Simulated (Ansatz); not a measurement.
Relaxed ZnS (wurtzite):

```
ZnS
1.0
    3.78216     0.00000     0.00000
   -1.89108     3.27544     0.00000
    0.00000     0.00000     6.20766
Zn S
2 2
Direct
  0.66667   0.33333   0.99968
  0.33333   0.66667   0.49968
  0.66667   0.33333   0.62552
  0.33333   0.66667   0.12552
```

The numbers are results of PBEsol (plane waves to 420 eV, PAW, scalar-relativistic; Ansatz, a program for electronic structure), not measurements. k mesh 8×8×5 (Γ-centred), Fermi-Dirac smearing 0.05 eV. ZnS was relaxed with its symmetry unable to fall.

One atom of the cell was then moved (with its periodic images), all else fixed, and the forces (eV/Å) came out as:

```csv
atom,Fx,Fy,Fz
Zn1,-0.216,3.302,-1.447
Zn2,0.101,0.125,-0.214
S3,0.114,0.221,-0.118
S4,0.000,-3.648,1.779
```

Problem. Which atom was moved, and by which vector (Å)?

Solution. S4, by (0.40, 0.40, 0.00), 0.56 Å in all.

(For displaced atoms, the force is minus the slope of the energy, and its curvature is a force constant, which sets phonon frequencies.)
